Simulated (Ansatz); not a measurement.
Task: Name crystals whose computed values (PBEsol (plane waves, PAW; program Ansatz)) fall in these windows: G_Hill (GPa) 35 to 48; Θ_D (K) 230 to 320.

Result: 

```tsv
crystal	G_Hill (GPa)	Θ_D (K)
GePd2, P-62m (Ge on 2c, Ge on 1b, Pd on 3g, Pd on 3f)	43.2	275
SrRh2, cubic Laves (MgCu2 type)	44.9	286
ScPt, CsCl type	43.2	251
CuSn, NiAs type	41.1	281
Ag3Pt, Cu3Au type	41.9	235
```
Others may fit too.

Standing as an ambient phase not checked: GePd2, P-62m (Ge on 2c, Ge on 1b, Pd on 3g, Pd on 3f); SrRh2, cubic Laves (MgCu2 type); ScPt, CsCl type; CuSn, NiAs type; Ag3Pt, Cu3Au type. All cells were relaxed under the symmetry of their starts (and spin orders); stability against distortions was not tested throughout. Rows with no word on spin ran without spin polarisation. Spin–orbit coupling is left out wherever it is not named.

Potentials: the later of the program's two PAW sets.
